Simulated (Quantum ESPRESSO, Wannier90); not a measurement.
**Tight-binding from DFT: GaN (wurtzite)**

Materials Project entry mp-804; symmetrised, unrelaxed at this level. COD (Crystallography Open Database) has the formula in 2 space groups, this one among them (matched by group alone). Method: PBE plane waves in Quantum ESPRESSO 7.5 (PseudoDojo norm-conserving files, 68 Ry, no spin polarisation, no spin-orbit coupling), Bloch states on a 12×12×6 mesh through Γ, Wannier90 4.0.1. Density: 12×12×6 mesh, cold smearing 0.01 Ry.

On the energy scale of pw.x, whose zero is arbitrary, the valence-band maximum lies at 10.62 eV.

Input w.win:

```
num_bands = 8
num_wann = 8
exclude_bands = 3-12,19-36
num_iter = 1000
conv_tol = 1.0e-6
conv_window = 4
write_hr = true
write_u_matrices = true
begin projections
f=-0.2201,-0.4526,0.1885:s
f=0.0058,0.3244,0.3259:s
f=0.4049,-0.1142,0.1605:s
f=-0.2014,0.2364,0.1724:s
f=0.0333,-0.2782,0.3960:s
f=0.3793,0.1423,0.3533:s
f=-0.3035,-0.4005,-0.4807:s
f=0.3420,-0.4497,0.2644:s
end projections
begin unit_cell_cart
ang
    3.1889298307    0.0000000000    0.0000000000
   -1.5944649154    2.7616942443    0.0000000000
    0.0000000000    0.0000000000    5.1923600000
end unit_cell_cart
begin atoms_frac
Ga  -0.3333333333  0.3333333333  0.4990800000
Ga   0.3333333333 -0.3333333333 -0.0009200000
N   -0.3333333333  0.3333333333 -0.1240800000
N    0.3333333333 -0.3333333333  0.3759200000
end atoms_frac
mp_grid = 12 12 6
begin kpoints
0.0000000000 0.0000000000 0.0000000000
0.0000000000 0.0000000000 0.1666666667
0.0000000000 0.0000000000 0.3333333333
... (861 more lines: the 12x12x6 mesh through Gamma)
end kpoints
```

Input of pw2wannier90.x that gives the overlap and projection files (equivalent; here they were cut from one run over all bands):

```
&inputpp
  outdir = './out'
  prefix = 'pwscf'
  seedname = 'w'
  write_amn = .true.
  write_mmn = .true.
/
```

Output w.wout (banner and timings cut):

```
                                    ------
                                    SYSTEM
                                    ------

                              Lattice Vectors (Ang)
                    a_1     3.188930   0.000000   0.000000
                    a_2    -1.594465   2.761694   0.000000
                    a_3     0.000000   0.000000   5.192360

                   Unit Cell Volume:      45.72833  (Ang^3)

                        Reciprocal-Space Vectors (Ang^-1)
                    b_1     1.970312   1.137560  -0.000000
                    b_2     0.000000   2.275120   0.000000
                    b_3     0.000000  -0.000000   1.210083

 *----------------------------------------------------------------------------*
 |   Site       Fractional Coordinate          Cartesian Coordinate (Ang)     |
 +----------------------------------------------------------------------------+
 | ga   1  -0.33333   0.33333   0.49908   |   -1.59446   0.92056   2.59140    |
 | ga   2   0.33333  -0.33333  -0.00092   |    1.59446  -0.92056  -0.00478    |
 | n    1  -0.33333   0.33333  -0.12408   |   -1.59446   0.92056  -0.64427    |
 | n    2   0.33333  -0.33333   0.37592   |    1.59446  -0.92056   1.95191    |
 *----------------------------------------------------------------------------*
                                ------------
                                K-POINT GRID
                                ------------

             Grid size = 12 x 12 x  6      Total points =  864

 *---------------------------------- MAIN ------------------------------------*
 |  Number of Wannier Functions               :                 8             |
 |  Number of Objective Wannier Functions     :                 8             |
 |  Number of input Bloch states              :                 8             |
 |  Output verbosity (1=low, 5=high)          :                 1             |
 |  Timing Level (1=low, 5=high)              :                 1             |
 |  Optimisation (0=memory, 3=speed)          :                 3             |
 |  Length Unit                               :               Ang             |
 |  Post-processing setup (write *.nnkp)      :                 F             |
 |  Using Gamma-only branch of algorithms     :                 F             |
 *----------------------------------------------------------------------------*
 *------------------------------- WANNIERISE ---------------------------------*
 |  Total number of iterations                :              1000             |
 |  Number of CG steps before reset           :                 5             |
 |  Trial step length for line search         :             2.000             |
 |  Convergence tolerence                     :         0.100E-05             |
 |  Convergence window                        :                 4             |
 |  Iterations between writing output         :                 1             |
 |  Iterations between backing up to disk     :               100             |
 |  Write r^2_nm to file                      :                 F             |
 |  Write xyz WF centres to file              :                 F             |
 |  Write on-site energies <0n|H|0n> to file  :                 F             |
 |  Use guiding centre to control phases      :                 F             |
 |  Use phases for initial projections        :                 F             |
 *----------------------------------------------------------------------------*
 *-------------------------------- PLOTTING ----------------------------------*
 |  Plotting Hamiltonian in WF basis          :                 T             |
 *----------------------------------------------------------------------------*

 *---------------------------------- K-MESH ----------------------------------*
 +----------------------------------------------------------------------------+
 |                    Distance to Nearest-Neighbour Shells                    |
 |                    ------------------------------------                    |
 |          Shell             Distance (Ang^-1)          Multiplicity         |
 |          -----             -----------------          ------------         |
 |             1                   0.189593                      6            |
 |             2                   0.201680                      2            |
 |             3                   0.276804                     12            |
 |             4                   0.328385                      6            |
 |             5                   0.379187                      6            |
 |             6                   0.385372                     12            |
 |             7                   0.403361                      2            |
 |             8                   0.429485                     12            |
       ... (lines left out)
 +----------------------------------------------------------------------------+
 | The b-vectors are chosen automatically                                     |
 | The following shells are used:                       1,  2                 |
 +----------------------------------------------------------------------------+
 |                        Shell   # Nearest-Neighbours                        |
 |                        -----   --------------------                        |
 |                          1               6                                 |
 |                          2               2                                 |
 +----------------------------------------------------------------------------+
 | Completeness relation is fully satisfied [Eq. (B1), PRB 56, 12847 (1997)]  |
 +----------------------------------------------------------------------------+
 |                  b_k Vectors (Ang^-1) and Weights (Ang^2)                  |
 |                  ----------------------------------------                  |
 |            No.         b_k(x)      b_k(y)      b_k(z)        w_b           |
 |            ---        --------------------------------     --------        |
 |             1         0.000000    0.189593    0.000000     9.273265        |
 |             2         0.164193    0.094797    0.000000     9.273265        |
 |             3         0.000000   -0.189593    0.000000     9.273265        |
 |             4         0.164193   -0.094797    0.000000     9.273265        |
 |             5        -0.164193   -0.094797    0.000000     9.273265        |
 |             6        -0.164193    0.094797    0.000000     9.273265        |
 |             7         0.000000    0.000000    0.201680    12.292561        |
 |             8         0.000000    0.000000   -0.201680    12.292561        |
 +----------------------------------------------------------------------------+
 |                           b_k Directions (Ang^-1)                          |
 |                           -----------------------                          |
 |            No.           x           y           z                         |
 |            ---        --------------------------------                     |
 |             1         0.000000    0.189593    0.000000                     |
 |             2         0.164193    0.094797    0.000000                     |
 |             3         0.164193   -0.094797    0.000000                     |
 |             4         0.000000    0.000000    0.201680                     |
 +----------------------------------------------------------------------------+

 Starting a new Wannier90 calculation ...

 Reading overlaps from w.mmn

 Reading projections from w.amn

 *------------------------------- WANNIERISE ---------------------------------*
 +--------------------------------------------------------------------+<-- CONV
 | Iter  Delta Spread     RMS Gradient      Spread (Ang^2)            |<-- CONV
 +--------------------------------------------------------------------+<-- CONV

 ------------------------------------------------------------------------------
 Initial State
  WF centre and spread    1  ( -0.178209, -1.637345, -0.295546 )     3.91067231
  WF centre and spread    2  ( -0.647492,  1.591681,  2.100064 )    10.43539973
  WF centre and spread    3  (  1.597035, -0.038416,  0.447571 )     5.54370028
  WF centre and spread    4  ( -1.330046,  0.937914, -0.369450 )     4.29430877
  WF centre and spread    5  (  1.075933, -0.949894,  2.202472 )     7.98958430
  WF centre and spread    6  (  1.038558, -0.023046,  2.162040 )     9.12354949
  WF centre and spread    7  ( -0.652076, -1.386210, -2.092107 )     4.29854621
  WF centre and spread    8  (  1.647203, -0.750386,  1.292618 )     4.77414150
  Sum of centres and spreads (  2.550906, -2.255702,  5.447662 )    50.36990259

      0     0.504E+02     0.0000000000       50.3699025933  <-- CONV
        O_D=      4.9101993 O_OD=     32.4003802 O_TOT=     50.3699026 <-- SPRD
 ------------------------------------------------------------------------------
      1    -0.522E+01     1.4304624673       45.1482497886  <-- CONV
        O_D=      3.6715731 O_OD=     28.4173535 O_TOT=     45.1482498 <-- SPRD
      2    -0.520E+01     1.1683060931       39.9531217243  <-- CONV
        O_D=      3.2622652 O_OD=     23.6315334 O_TOT=     39.9531217 <-- SPRD
      3    -0.253E+01     1.2851540544       37.4198390448  <-- CONV
        O_D=      2.7807455 O_OD=     21.5797705 O_TOT=     37.4198390 <-- SPRD
      4    -0.210E+01     1.1412625348       35.3149429523  <-- CONV
        O_D=      2.5970805 O_OD=     19.6585393 O_TOT=     35.3149430 <-- SPRD
      5    -0.186E+01     1.0495401959       33.4516685140  <-- CONV
        O_D=      2.4700450 O_OD=     17.9223004 O_TOT=     33.4516685 <-- SPRD
       ... (lines left out)
    100     0.690E+00     0.2700850512       15.2138549637  <-- CONV
        O_D=      0.7435621 O_OD=      1.4109697 O_TOT=     15.2138550 <-- SPRD
       ... (lines left out)
    200    -0.567E-03     0.3020149096       14.4013528206  <-- CONV
        O_D=      0.0163040 O_OD=      1.3257258 O_TOT=     14.4013528 <-- SPRD
       ... (lines left out)
    300    -0.112E-03     0.1400667677       14.3901072732  <-- CONV
        O_D=      0.0150890 O_OD=      1.3156952 O_TOT=     14.3901073 <-- SPRD
       ... (lines left out)
    400    -0.132E-03     0.5217934333       14.3786385316  <-- CONV
        O_D=      0.0146465 O_OD=      1.3046689 O_TOT=     14.3786385 <-- SPRD
       ... (lines left out)
    500    -0.194E-02     0.0273851444       13.5199608458  <-- CONV
        O_D=      0.0074138 O_OD=      0.4532240 O_TOT=     13.5199608 <-- SPRD
       ... (lines left out)
    600    -0.380E-03     0.0152489610       13.4232291707  <-- CONV
        O_D=      0.0071526 O_OD=      0.3567535 O_TOT=     13.4232292 <-- SPRD
       ... (lines left out)
    700    -0.553E-03     0.0119636768       13.3188229398  <-- CONV
        O_D=      0.0071230 O_OD=      0.2523769 O_TOT=     13.3188229 <-- SPRD
       ... (lines left out)
    800    -0.900E-05     0.0019005733       13.3092692952  <-- CONV
        O_D=      0.0070033 O_OD=      0.2429429 O_TOT=     13.3092693 <-- SPRD
       ... (lines left out)
    839    -0.758E-06     0.0004972194       13.3090912781  <-- CONV
        O_D=      0.0070028 O_OD=      0.2427654 O_TOT=     13.3090913 <-- SPRD
    840    -0.736E-06     0.0006656992       13.3090905419  <-- CONV
        O_D=      0.0070027 O_OD=      0.2427647 O_TOT=     13.3090905 <-- SPRD
    841    -0.892E-06     0.0004898305       13.3090896501  <-- CONV
        O_D=      0.0070028 O_OD=      0.2427638 O_TOT=     13.3090897 <-- SPRD
             <<<     Delta < 1.000E-06  over  4 iterations     >>>
             <<< Wannierisation convergence criteria satisfied >>>
 Final State
  WF centre and spread    1  ( -0.281477, -1.678537, -0.523757 )     1.65865147
  WF centre and spread    2  (  0.280827,  1.677537,  2.073039 )     1.65881517
  WF centre and spread    3  (  1.594390,  0.595494, -0.523794 )     1.65864684
  WF centre and spread    4  ( -1.312907,  1.083024, -0.523768 )     1.65864922
  WF centre and spread    5  (  1.312446, -1.082033,  2.071756 )     1.65848276
  WF centre and spread    6  (  1.595167, -0.595486,  2.072461 )     1.65868504
  WF centre and spread    7  ( -0.000006, -1.841111, -0.985823 )     1.67856589
  WF centre and spread    8  (  1.594932, -0.920584,  1.610324 )     1.67859325
  Sum of centres and spreads (  4.783372, -2.761696,  5.270436 )    13.30908964

         Spreads (Ang^2)       Omega I      =    13.059323106
        ================       Omega D      =     0.007002755
                               Omega OD     =     0.242763789
    Final Spread (Ang^2)       Omega Total  =    13.309089650
```
